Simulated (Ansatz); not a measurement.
Each is relaxed and computed with plane-wave PAW r²SCAN (Ansatz code). Which is the only metal?
A) Si3N4, P6_3/m (Si on 6h, N on 2d, N on 6h)
B) AlGaAs2, R3m (Al on 3a, Ga on 3a, As on 3a, As on 3a)
C) TaSiAs, P4/nmm (Ta on 2c, Si on 2a, As on 2c)
D) TaAsO5, Pnma (Pearson symbol oP28)

C, TaSiAs, P4/nmm (Ta on 2c, Si on 2a, As on 2c). TaSiAs: metal; TaAsO5: gap 3.71 eV (direct); AlGaAs2: gap 1.35 eV (direct); Si3N4: gap 4.99 eV (indirect). Standing as an ambient phase not checked: TaSiAs, P4/nmm (Ta on 2c, Si on 2a, As on 2c); TaAsO5, Pnma (Pearson symbol oP28); AlGaAs2, R3m (Al on 3a, Ga on 3a, As on 3a, As on 3a). Perhaps ordered models of mixed-site phases: AlGaAs2, R3m (Al on 3a, Ga on 3a, As on 3a, As on 3a). All cells were relaxed under the symmetry of their starts (and spin orders); stability against distortions was not tested throughout. Rows with no word on spin ran without spin polarisation. Scalar-relativistic: spin–orbit coupling is off unless named, which matters more the heavier the elements.

Potentials: the earlier of the program's two PAW sets.
